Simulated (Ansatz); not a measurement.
BN:
```
BN
1.0
    3.73741     0.00000     0.00000
   -1.86871     3.23670     0.00000
    0.00000     0.00000     7.81417
B N
3 3
Direct
  0.00005   0.00005   0.50000
  0.99995   0.00000   0.83333
  0.00000   0.99995   0.16667
  0.99989   0.99989   0.00000
  0.00011   0.00000   0.33333
  0.00000   0.00011   0.66667
```

Relaxed with r²SCAN+D4.

Task: Give the Bader charges and basin volumes of the independent atoms, r²SCAN+D4 in the plane-wave PAW code Ansatz.

Result: 

| atom | Bader charge (e) | Bader volume (Å³) |
|---|---|---|
| B1 | +2.29 | 3.2 |
| N4 | -2.29 | 28.3 |

Space group P6/mmm. The start of the workflow was typed in or built on a structure type; neither database checked (COD, Materials Project) lists it. It is not the phase usual at ambient conditions (space group No. 186, 194, 216). The cell was relaxed with r²SCAN+D4 under the symmetry of its start. At this level the phase is mechanically unstable. The volume moved by 88 % from the start of the relaxation.

Potentials: the later of the program's two PAW sets.
